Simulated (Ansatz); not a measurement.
Rb2ScAgCl6:
```
Rb2ScAgCl6
1.0
    0.00000     5.17947     5.17947
    5.17947     0.00000     5.17947
    5.17947     5.17947     0.00000
Rb Sc Ag Cl
2 1 1 6
Direct
  0.75000   0.75000   0.75000
  0.25000   0.25000   0.25000
  0.00000   0.00000   0.00000
  0.50000   0.50000   0.50000
  0.76021   0.23979   0.23979
  0.23979   0.76021   0.76021
  0.23979   0.76021   0.23979
  0.76021   0.23979   0.76021
  0.23979   0.23979   0.76021
  0.76021   0.76021   0.23979
```

DFT-r²SCAN in the program Ansatz with PAW potentials gives a gap of 3.57 eV without spin–orbit coupling, maximum at L, minimum at L.

Task: What happens when spin–orbit coupling is switched on?

Result: The gap shrinks by 0.03 eV, to 3.54 eV; maximum at L, minimum at Γ.

Task: Give the electron effective mass with spin–orbit coupling, band 1 of 2 at the edge.

Result: 12 along [100], 11 along [110], 10 along [111] (mₑ).

Task: Give the electron effective mass with spin–orbit coupling, band 2 of 2 at the edge.

Result: 3.9 along [100], 4.1 along [110], 4.2 along [111] (mₑ).

Space group Fm-3m. The workflow started from a Materials Project entry (that database holds measured and hypothetical structures alike); the Crystallography Open Database copy checked does not list it. Its standing as an ambient phase is unchecked. The r²SCAN relaxation kept the symmetry of its start; its stability against distortions is not shown here. The run is not spin-polarised.

Potentials: the later of the program's two PAW sets.
